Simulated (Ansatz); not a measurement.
C:
```xyz
12
Lattice="3.4270 0.0000 0.0000 0.0000 3.4270 0.0000 0.0000 0.0000 6.0875" Properties=species:S:1:pos:R:3 pbc="T T T"
C      2.8505     1.1370     2.1900
C      0.5765     2.2900     2.1900
C      0.5765     1.1370     5.2337
C      2.8505     2.2900     5.2337
C      2.2900     2.8505     3.8974
C      1.1370     0.5765     3.8974
C      1.1370     2.8505     0.8537
C      2.2900     0.5765     0.8537
C      0.0000     0.0000     3.0437
C      1.7135     1.7135     0.0000
C      1.7135     1.7135     3.0437
C      0.0000     0.0000     0.0000
```

Relaxed with PBE. Special points in fractions of this cell's reciprocal vectors: Γ (0.000, 0.000, 0.000); X (0.000, 0.500, 0.000); M (0.500, 0.500, 0.000); Z (0.000, 0.000, 0.500); R (0.000, 0.500, 0.500); A (0.500, 0.500, 0.500).

### Question
List the band energies nearest the valence-band maximum at these points for plane-wave PAW PBE (Ansatz code).

### Answer
In eV from the valence-band maximum; about four levels below and three above (degenerate sets whole), none deeper than 8.9 eV; points with the same levels are listed once.

```tsv
k	below	above
Γ	-2.53 -2.10 -2.10 0.00	4.96 5.30 5.30
X	-2.80 -2.80 -1.16 -1.16	6.44 6.44 7.50 7.50
M	-1.35 -1.35 -0.13 -0.13	8.10 8.10 8.79 8.79
Z	-2.48 -2.48 -2.02 -2.02	4.35 4.35 5.29 5.29
R	-1.92 -1.92 -1.92 -1.92	6.61 6.61 6.61 6.61
A	-0.82 -0.82 -0.20 -0.20	8.11 8.11 9.02 9.02
```

Space group P4_2/ncm. The start of the workflow was typed in or built on a structure type; neither database checked (COD, Materials Project) lists it. It is not the phase usual at ambient conditions (space group No. 194, 227). The PBE relaxation kept the symmetry of its start; its stability against distortions is not shown here.

Potentials: the later of the program's two PAW sets.
